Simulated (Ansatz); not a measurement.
CdTe:
```xyz
2
Lattice="0.0000 3.3095 3.3095 3.3095 0.0000 3.3095 3.3095 3.3095 0.0000" Properties=species:S:1:pos:R:3 pbc="T T T"
Cd     0.0000     0.0000     0.0000
Te     4.9642     4.9642     4.9642
```

Relaxed with PBE. Special points in fractions of this cell's reciprocal vectors: Γ (0.000, 0.000, 0.000); X (0.500, 0.000, 0.500); U (0.625, 0.250, 0.625); K (0.375, 0.375, 0.750); L (0.500, 0.500, 0.500); W (0.500, 0.250, 0.750).

Q: List the band energies nearest the valence-band maximum at these points for the program Ansatz at the PBE with spin–orbit coupling level (PAW).

A: In eV from the valence-band maximum; about four levels below and three above (degenerate sets whole), none deeper than 8.9 eV; points with the same levels are listed once.

```tsv
k	below	above
Γ	0.00 0.00 0.00 0.00	0.32 0.32 4.15 4.15
X	-2.11 -2.11 -1.76 -1.76	2.41 2.41 2.47 2.47
U	-2.74 -2.44 -1.65 -1.60	2.61 2.68 4.06
L	-1.23 -1.23 -0.71 -0.71	1.49 1.49 4.87 4.87
W	-2.66 -2.19 -2.18 -2.14	3.54 3.93 4.42
```

Space group F-43m (zinc blende). The PBE relaxation kept the symmetry of its start.

Potentials: the earlier of the program's two PAW sets.
